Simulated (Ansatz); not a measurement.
Stability checks on a candidate for Be₂Co

It was reached by relaxing an invented guess, and it needn't be the stable form of this composition.

Theory: DFT PBE, scalar-relativistic, plane waves, PAW in Ansatz 0.2.0. Settings of the last relaxation (3-atom cell): 420 eV, 18×18×20 k points, Gaussian smearing of 0.10 eV, no spin polarisation.

```yaml
crystal:
  lattice:
    - [3.50075, 0.00000, 0.00000]
    - [-1.75037, 3.03173, 0.00000]
    - [0.00000, 0.00000, 2.39077]
  atoms:
    - { symbol: Be, position: [0.33333, 0.66667, 0.50000] }
    - { symbol: Be, position: [0.66667, 0.33333, 0.50000] }
    - { symbol: Co, position: [0.00000, 0.00000, 0.00000] }
```

Energies over the elements count from the elements' standard structures at the same level, with no fitted energy shifts.

Task: These tests were run: energy against the elements; random kick, then relaxation without symmetry; phonons on a 2×2×4 q mesh; elastic tensor. What do they show?

Result:

```csv
test,result
energy against the elements,−0.26 eV/atom
"random kick, then relaxation without symmetry",returns
phonons on a 2×2×4 q mesh,no imaginary mode on the mesh
elastic tensor,least eigenvalue 119 GPa
```

It fails none of these tests. Whether a mixture of other phases lies lower isn't tested here.

Trial moments died out on the coarse mesh, so the last step has no spin; another magnetic start might hold. The kick test ran on a coarse mesh. The run for the phonons used an 18×18×20 k mesh and Fermi–Dirac smearing of 0.15 eV. The run for the elastic tensor used an 18×18×20 k mesh and Fermi–Dirac smearing of 0.15 eV.
